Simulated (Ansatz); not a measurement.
**Ti3Al3Cu2 (P4/mmm) at 2 levels of theory**

One geometry, relaxed with PBE; plane waves with PAW potentials in Ansatz, scalar-relativistic. Collinear spin, ending at 0.8 μB a primitive cell. Gaps are the least over mesh and band path; pressure is positive in compression.

```
CELL_PARAMETERS angstrom
2.86148 0.00000 0.00000
0.00000 2.86148 0.00000
0.00000 0.00000 14.69581
ATOMIC_POSITIONS crystal
Ti 0.00000 0.00000 0.50000
Ti 0.50000 0.50000 0.86474
Ti 0.50000 0.50000 0.13526
Al 0.00000 0.00000 0.27030
Al 0.00000 0.00000 0.72970
Al 0.00000 0.00000 0.00000
Cu 0.50000 0.50000 0.62266
Cu 0.50000 0.50000 0.37734
```

| level | cutoff (eV) | k mesh | gap (eV) | pressure (GPa) | largest moment (μB) |
| --- | --- | --- | --- | --- | --- |
| PBE | 420 | 12×12×2 | 0 | 0.0 | 0.56 |

Q: What comes out on the same cell with r2SCAN?

A:
```json
{"level": "r2SCAN", "cutoff (eV)": "500", "k mesh": "12×12×2", "gap (eV)": "0", "pressure (GPa)": "-2.3", "largest moment (μB)": "0.66"}
```

The state reached may not be the lowest one.

The cell was found from a proposed guess, not taken from experiment.
